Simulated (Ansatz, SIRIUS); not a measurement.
Fitting the PBE energy curve of GaF

Symmetry: F-43m, No. 216, cubic system. Conventional cell: a = 5.692 Å, b = 5.692 Å, c = 5.692 Å, α = 90.00°, β = 90.00°, γ = 90.00°. Around Ga (site symmetry -43m) lie 4 F at 2.46 Å. F (site symmetry -43m) has 4 Ga at 2.46 Å as nearest neighbours.

The cell comes from a database or a generator and needn't be the stable form of this composition.

The cell was scaled at fixed shape and fractions and run with SIRIUS, all-electron FP-LAPW, apw+lo standard; PBE, k mesh 8 × 8 × 8 on the cell of 2 atoms, fermi-dirac occupations of 0.05 eV, no spin polarisation, no spin-orbit coupling. Energies are those that the program minimises, any entropy of the smearing included.

| V (Å³/atom) | energy over the lowest row (meV/atom) |
| --- | --- |
| 21.6742 | 7.243 |
| 22.1353 | 3.047 |
| 22.5965 | 0.839 |
| 23.0576 | 0.000 |
| 23.5188 | 0.808 |
| 23.9799 | ? |
| 24.4411 | 6.324 |

Q: Fit the third-order Birch-Murnaghan form, give V0, B0 and B′, and predict the energy left open.

A: With y = (V0/V)^(2/3), E = E0 + (9 V0 B0/16) [(y - 1)³ B′ + (y - 1)² (6 - 4y)]. Least squares through the rows shown give V0 = 23.0436 Å³/atom, E0 = 0.038 meV, B0 = 25.90 GPa (1 eV/Å³ = 160.218 GPa) and B′ = 3.37, with a largest miss of 0.080 meV, so B0 and B′ are loose. At V = 23.9799 the form with these constants gives 2.939 meV; the run gave 2.938 meV an atom. Other set-ups at this level, from all their volumes (Å³/atom, GPa): Ansatz, Ansatz PAW (earlier soft set): V0 23.078, B0 25.96; Ansatz, all-electron LAPW, scalar-relativistic: V0 23.056, B0 26.09; SIRIUS, PseudoDojo 0.4.1 PBE standard (scalar relativistic): V0 23.030, B0 26.16.
